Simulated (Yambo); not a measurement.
Yambo run on Na3BrO (anti-perovskite, space group Pm-3m, No. 221). The wavefunctions come from this Quantum ESPRESSO step (PBEsol, PseudoDojo standard norm-conserving files, scalar-relativistic):

```
&CONTROL
  calculation = 'nscf'
  pseudo_dir = './pseudo'
  outdir = './out'
/
&SYSTEM
  ibrav = 0
  nat = 5
  ntyp = 3
  ecutwfc = 88.0
  ecutrho = 352.0
  occupations = 'fixed'
  force_symmorphic = .true.
  nbnd = 138
/
&ELECTRONS
  conv_thr = 5e-09
  diago_full_acc = .true.
  diago_thr_init = 1e-08
/
ATOMIC_SPECIES
O 15.9990 O.upf
Na 22.9898 Na.upf
Br 79.9040 Br.upf
CELL_PARAMETERS angstrom
  4.533130000000   0.000000000000   0.000000000000
  0.000000000000   4.533130000000   0.000000000000
  0.000000000000   0.000000000000   4.533130000000
ATOMIC_POSITIONS crystal
O   0.500000000000   0.500000000000   0.500000000000
Na   0.000000000000   0.500000000000   0.500000000000
Na   0.500000000000   0.000000000000   0.500000000000
Na   0.500000000000   0.500000000000   0.000000000000
Br   0.000000000000   0.000000000000   0.000000000000
K_POINTS automatic
4 4 4 0 0 0
```

Yambo input:

```
rim_cut
gw0
dyson
el_el_corr
HF_and_locXC
ppa
em1d
RandQpts= 1000000
RandGvec= 1 Ry
EXXRLvcs= 88 Ry
VXCRLvcs= 352 Ry
Chimod= "HARTREE"
% BndsRnXp
 4 | 136 |
%
NGsBlkXp= 7 Ry
% LongDrXp
 1.0 | 1.0 | 1.0 |
%
PPAPntXp= 27.2114 eV
% GbndRnge
 1 | 136 |
%
GTermKind= "BG"
DysSolver= "n"
ExtendOut
% QPkrange
 1 | 1 | 20 | 21 |
 3 | 3 | 20 | 21 |
 6 | 6 | 20 | 21 |
 10 | 10 | 20 | 21 |
%
```

k points by index: 1 = Γ, 3 = X, 6 = M, 10 = R.

Table of the .qp output:

```
#    K-point    Band    Eo [eV]    E [eV]    E-Eo [eV]    Vxc [eV]    Vnlxc [eV]    Sc|Eo [eV]    Sc|E [eV]    dSc/dw|Eo [eV]    Re(Z)    Im(Z)
#
    1    20    0.000000    -1.115140    -1.115140    -17.84089    -23.25410    3.952127    4.298077    -8.440150    0.763255    -0.001931
    1    21    1.960075    2.629744    0.669668    -8.426413    -4.728388    -2.910110    -3.028356    -4.804048    0.849944    -0.001154
    3    20    -0.171522    -1.320685    -1.149163    -17.54982    -23.10509    4.046081    4.406113    -8.523500    0.761474    -0.002111
    3    21    4.226664    5.129647    0.902983    -10.63810    -6.800197    -2.747555    -2.934922    -5.645598    0.828174    -0.001351
    6    20    -0.129376    -1.268563    -1.139187    -17.71324    -23.30450    4.093703    4.452069    -8.558380    0.760732    -0.002046
    6    21    4.500905    5.300207    0.799302    -8.005459    -3.832663    -3.230895    -3.373494    -4.853970    0.848621    -0.001082
    10    20    -0.702829    -1.930666    -1.227837    -16.14894    -21.64522    3.884701    4.268445    -8.502856    0.761914    -0.002068
    10    21    6.025208    7.065499    1.040291    -10.43996    -6.126593    -3.057316    -3.273079    -5.643454    0.828230    -0.707398E-3
```
(The two width columns are left out.) Convergence of these settings isn't established.

Spin-orbit coupling is not included.

Geometry of the Materials Project entry, not relaxed at this level.

The structure is a Materials Project entry; no match was found in the copy of COD used, and its stability was not checked.
